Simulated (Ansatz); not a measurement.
In₂Pt:
```
CELL_PARAMETERS angstrom
      0.00000     3.15728     3.15728
      3.15728     0.00000     3.15728
      3.15728     3.15728     0.00000
ATOMIC_POSITIONS crystal
  In 0.25000 0.25000 0.25000
  In 0.75000 0.75000 0.75000
  Pt 0.00000 0.00000 0.00000
```

Relaxed with LDA. Special points in fractions of this cell's reciprocal vectors: Γ (0.000, 0.000, 0.000); X (0.500, 0.000, 0.500); U (0.625, 0.250, 0.625); K (0.375, 0.375, 0.750); L (0.500, 0.500, 0.500); W (0.500, 0.250, 0.750).

Task: List the band energies nearest the Fermi level at these points for DFT-LDA in the program Ansatz with PAW potentials.

Result: In eV from the Fermi level; about four levels below and three above (degenerate sets whole), none deeper than 8.9 eV; points with the same levels are listed once.

```csv
k,below,above
Γ,-4.31 -4.31 -4.31 -2.86 -2.86,1.04 4.57 4.57 4.57
X,-2.91 -2.54 -1.58 -1.58,1.65 3.65 10.31 10.31
U,-3.19 -2.65 -1.92 -0.56,2.55 5.60 7.77
L,-3.87 -3.87 -3.04 -2.86 -2.86,1.53 1.53 3.30
W,-2.78 -2.53 -2.53 -1.02,4.89 4.89 6.42
```

Space group Fm-3m (fluorite or antifluorite type). The workflow started from a Materials Project entry (that database holds measured and hypothetical structures alike); the Crystallography Open Database files this formula in space group No. 225, but the cells were not matched. Whether it is the stable phase at ambient conditions was not checked. Symmetry was held in the LDA relaxation; of distortions, only those at the zone centre were tested. No spin polarisation was allowed. Scalar-relativistic: spin–orbit coupling is off unless named, which matters more the heavier the elements.

Potentials: the later of the program's two PAW sets.
